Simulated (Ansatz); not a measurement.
The geometry is COD entry 9008519, unchecked; take it as a test cell. The listed cell was then made from it by scaling, straining or moving an atom.

An input for Tl: DFT, LDA, all-electron PAW with datasets made for the crystal, scalar-relativistic (Ansatz 0.2.0).

Command: `ansatz run input.yaml --threads 1 --pin off --max-ram 3072MiB --backend cpu --events-out ev --progress --plain --runs-dir out` The run took 3.3 s on 1 thread of Intel(R) Xeon(R) 6975P-C (Granite Rapids), with other jobs on the host, peak memory 0.4 GiB.

```yaml
crystal:
  lattice:
    - [3.3868783894, 0.0, 0.0]
    - [-1.6934391947, 2.9331227248, 0.0]
    - [0.0, 0.0, 5.525]
  atoms:
    - { symbol: Tl, position: [0.3333333333, 0.6666666667, 0.25] }
    - { symbol: Tl, position: [0.6666666667, 0.3333333333, 0.75] }
kpoints:
  mp_grid: { grid: [11, 11, 6] }
scf:
  occupations: { method: fermi_dirac, width: 0.05 }
hamiltonian:
  xc: lda
  pseudopotentials: { kind: all_electron, datasets: crystal }
output:
  forces: true
  stress: true
  eigenvalues: true
  efg: { contact_densities: true }
```

Set-up and iterations as logged by Ansatz (the results part is left out, to be predicted):

```
hamiltonian.pseudopotentials.datasets: crystal makes datasets for this crystal and solves the spheres of its atoms anew in each pass: cutoff 260.0 eV, the density's 1040.0 eV; for an error of 0.50 meV an atom under PBE, 1.0 meV for the cell; an energy difference from a run of another recipe may be off by several times the error for the cell, under r2SCAN by more, where some 0.1 meV an atom stays at smaller errors; Tl in spheres of 1.376 Å, 13 of its electrons in bands
band count auto-derived: 18 (N_el = 26.0; filled up to band 13; 17 by the electrons, moments and atoms)
Engine: ansatz 0.2.0
Pseudopotentials: kind: all_electron
Pseudopotential: Tl, paw, valence charge 13, recommended cutoff 260 eV (normal), Koelling and Harmon's equation, gaussian nucleus
Functional definition: SPW92
  exchange = slater_x
  correlation = pw_c
Crystal: 2 atoms, lattice volume = 54.886 Å³
Basis set: ecut = 260 eV, 549 PW (Γ)
Bands: 18, of which v1, the nominal top of the filled ones, is band 13 counted from 1 (12 counted from 0)
Symmetry: 24 space group operations
Space group: P63/mmc (ITA 194), of the structure as read, at distance tolerance 3.8e-5 Å
k-points: 64 of 726
Non-local potential: Tl, projectors of the file, l = 0: 1, l = 1: 1, l = 2: 2
PAW form: soft (Blöchl's): semilocal exchange-correlation on the pseudo side does not see the compensation charge
PAW one-centre angular grid: Tl, 590 points (default); XC on its mesh's 1811 points in the sphere
Initial density: superposition of atomic densities (neutral atoms: chi_scale 0, normalization atom)
Initial wavefunctions: pseudopotential atomic-orbital guess
Functional: x = slater, c = lda
iter 1 solved again at ethr=1.38e-3 eV; its pass at ethr=1.00e-1 eV (dr2=3.59e-1 eV) is discarded
SCF iter   1: F=—  HF=-1100957.934281 eV  |F-HF|=—  |Δ(HF+E_count)|=         —  Δρ=2.16e-2  dr2=3.22e-1  ethr=1.38e-3  ⟨swp⟩=3.1  Hψ=6023  notcnv=0
iter 2 solved again at ethr=4.41e-5 eV; its pass at ethr=1.24e-3 eV (dr2=1.15e-2 eV) is discarded
SCF iter   2: F=—  HF=-1100957.793930 eV  |F-HF|=—  |Δ(HF+E_count)|=   1.40e-1  Δρ=3.87e-3  dr2=1.13e-2  ethr=4.41e-5  ⟨swp⟩=2.0  Hψ=5305  notcnv=0
SCF iter   3: F=—  HF=-1100957.778017 eV  |F-HF|=—  |Δ(HF+E_count)|=   1.59e-2  Δρ=9.40e-4  dr2=6.64e-4  ethr=4.36e-5  ⟨swp⟩=2.0  Hψ=1994  notcnv=0
SCF iter   4: F=—  HF=-1100957.779061 eV  |F-HF|=—  |Δ(HF+E_count)|=   1.04e-3  Δρ=3.48e-4  dr2=5.00e-5  ethr=2.55e-6  ⟨swp⟩=3.0  Hψ=3381  notcnv=1  defer=1
SCF iter   5: F=—  HF=-1100957.779015 eV  |F-HF|=—  |Δ(HF+E_count)|=   4.60e-5  Δρ=1.11e-4  dr2=4.37e-6  ethr=1.92e-7  ⟨swp⟩=2.7  Hψ=2058  notcnv=0
SCF iter   6: F=-1100957.779011 eV  HF=-1100957.779011 eV  |F-HF|=6.98e-10  |Δ(HF+E_count)|=   3.86e-6  Δρ=2.85e-6  dr2=4.23e-9  ethr=1.68e-8  ⟨swp⟩=3.0  Hψ=2161  notcnv=0
```

(1) What pressure will this run report?

Results:

(1) -0.36 GPa (positive in compression).
